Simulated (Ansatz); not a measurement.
Ca:
```
CELL_PARAMETERS angstrom
      0.00000     2.78333     2.78333
      2.78333     0.00000     2.78333
      2.78333     2.78333     0.00000
ATOMIC_POSITIONS crystal
  Ca 0.00000 0.00000 0.00000
```

Relaxed with r²SCAN.

### Question
Map the electron localisation function on the plane through (0.000, 0.000, 0.000) spanned by u = [1, 1, 0] and v = [1, -1, 0] in lattice vectors, from r²SCAN in the plane-wave PAW code Ansatz.

### Answer
x is the fraction of u, y of v (the angle between them is 90°; rows are the nearest grid lines); atoms in the plane: Ca at (0.00, 0.00), Ca at (0.50, 0.50).
```
y \ x  0.000  0.0882  0.176  0.265  0.353  0.441  0.559  0.647  0.735  0.824  0.912   1.00
-----  -----  ------  -----  -----  -----  -----  -----  -----  -----  -----  -----  -----
1.00   0.730   0.856  0.073  0.375  0.564  0.438  0.438  0.564  0.375  0.073  0.856  0.730
0.900  0.845   0.823  0.051  0.395  0.437  0.153  0.153  0.437  0.395  0.051  0.823  0.845
0.850  0.857   0.727  0.043  0.409  0.248  0.052  0.052  0.248  0.409  0.043  0.727  0.857
0.750  0.454   0.113  0.097  0.369  0.047  0.262  0.262  0.047  0.369  0.097  0.113  0.454
0.700  0.090   0.044  0.216  0.305  0.049  0.671  0.671  0.049  0.305  0.216  0.044  0.090
0.600  0.108   0.223  0.499  0.181  0.236  0.859  0.859  0.236  0.181  0.499  0.223  0.108
0.550  0.288   0.419  0.553  0.151  0.357  0.854  0.854  0.357  0.151  0.553  0.419  0.288
0.450  0.288   0.419  0.553  0.151  0.357  0.854  0.854  0.357  0.151  0.553  0.419  0.288
0.400  0.108   0.223  0.499  0.181  0.236  0.859  0.859  0.236  0.181  0.499  0.223  0.108
0.300  0.090   0.044  0.216  0.305  0.049  0.671  0.671  0.049  0.305  0.216  0.044  0.090
0.250  0.454   0.113  0.097  0.369  0.047  0.262  0.262  0.047  0.369  0.097  0.113  0.454
0.150  0.857   0.727  0.043  0.409  0.248  0.052  0.052  0.248  0.409  0.043  0.727  0.857
0.100  0.845   0.823  0.051  0.395  0.437  0.153  0.153  0.437  0.395  0.051  0.823  0.845
0.000  0.730   0.856  0.073  0.375  0.564  0.438  0.438  0.564  0.375  0.073  0.856  0.730
```

The density is the valence pseudo-density with augmentation charge, so density and ELF within about 1 Å of a nucleus are not all-electron values.

Space group Fm-3m (fcc (Cu type)). Symmetry was held in the r²SCAN relaxation.

Potentials: the earlier of the program's two PAW sets.
